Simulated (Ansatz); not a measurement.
Y2CI2: from a migration barrier to a jump rate

These are results of Ansatz, DFT PBEsol, scalar-relativistic, plane waves, PAW, not measurements. Cutoff 420 eV, Γ-centred 6×6×2 k-points, Gaussian smearing of 0.05 eV. No spin polarisation.

In a supercell of 20 sites an atom of Y jumps into a neighbouring Y vacancy, a = 3.41 Å from site to site in the perfect crystal, in a neutral cell. The half-way point, relaxed in its symmetry, lies 0.918 eV above the relaxed vacancy. Take it as the barrier; the order of the saddle wasn't checked, and the cell is small.

Task: With an assumed attempt frequency of 10¹³ s⁻¹, how often does the jump happen, and how fast does the vacancy diffuse?

Result: Transition-state theory gives Γ = ν exp(−E/k_BT), and one such jump direction contributes Γa²/6 to the vacancy's diffusion coefficient averaged over directions:

| T (K) | E/k_BT | Γ (1/s) | Γa²/6 (cm²/s) |
| --- | --- | --- | --- |
| 300 | 35.5 | 3.8 × 10^-3 | 7.5 × 10^-19 |
| 600 | 17.7 | 2.0 × 10^5 | 3.8 × 10^-11 |
| 1000 | 10.6 | 2.4 × 10^8 | 4.6 × 10^-8 |
| 1500 | 7.1 | 8.3 × 10^9 | 1.6 × 10^-6 |

The rate reaches one jump a second at T = E/(k_B ln 10¹³) = 356 K. The number of equivalent jumps multiplies D if they link up through the crystal; a hop between two sites alone gives no long-range diffusion, which then waits on a higher barrier. In either case the atoms' own diffusion carries the vacancy concentration and a correlation factor besides. Rows above the melting point are formal, and so are rows where E/k_BT falls under about 3, since the theory needs rare jumps.

Task: How much does an error of 0.1 eV in the barrier matter?

Result: It multiplies the rate by exp(0.1 eV/k_BT): 48 at 300 K and 3.2 at 1000 K, more than the usual doubt about ν at low temperature.

Cost: 2 runs of about 34 core-minutes in all, on Arm Neoverse V2 (shared hosts).